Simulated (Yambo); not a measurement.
NiSi3P4 (space group I-42m, No. 121); a = b = c = 6.3344 Å, α = β = 131.85°, γ = 70.47°. With the G0W0 scissor the direct gap on the mesh is 0.76 eV. Axes are Cartesian, with cell vectors (Å) (-2.58, 2.58, 5.17), (2.58, -2.58, 5.17), (2.58, 2.58, -5.17).

Question: Does this run resolve the lowest exciton, and if so, what are its energy and binding? (Yambo, PBEsol bands; 6×6×6 mesh, 7 valence and 9 conduction bands, static screening with 75 bands and a 3 Ry block, scissor 0.27 eV, Tamm-Dancoff.)

Answer: No. The lowest state covers only about 1 of the 216 k points, so the mesh doesn't resolve it: its energy and its distance from the direct gap are mesh artefacts. An extended exciton needs a far denser mesh. The scissor comes from a G0W0 run whose convergence isn't established. 

Geometry of the Materials Project entry, not relaxed at this level.

The runs are not spin-polarised; magnetic order was not tried.
